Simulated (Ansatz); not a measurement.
BaTiO₃ (cubic perovskite, Pm-3m) under volume change, the program Ansatz at the LDA level (PAW), scaled uniformly.

```tsv
V (Å³/atom)	E − E(relaxed) (meV/atom)	P (GPa)
11.086	[?]	[?]
11.451	30.0	13.88
11.817	7.0	6.37
12.182	0.0	-0.01
12.547	6.4	-5.42
12.913	[?]	[?]
13.278	51.5	-13.90
```

Some entries are withheld; supply them.


- 11.086, E − E(relaxed) (meV/atom): 71.4
- 11.086, P (GPa): 22.75
- 12.913, E − E(relaxed) (meV/atom): 24.0
- 12.913, P (GPa): -10.01

What does a third-order Birch–Murnaghan fit give for V₀, B₀ and B′?

V₀ = 12.18 Å³/atom, B₀ = 195 GPa, B′ = 4.5.

This is a known high-temperature phase of the composition, computed here at zero pressure and temperature. Symmetry was held in the LDA relaxation. At this level the phase is dynamically unstable (imaginary phonons). No spin polarisation was allowed. Scalar-relativistic: spin–orbit coupling is off unless named, which matters more the heavier the elements.

Potentials: the later of the program's two PAW sets.
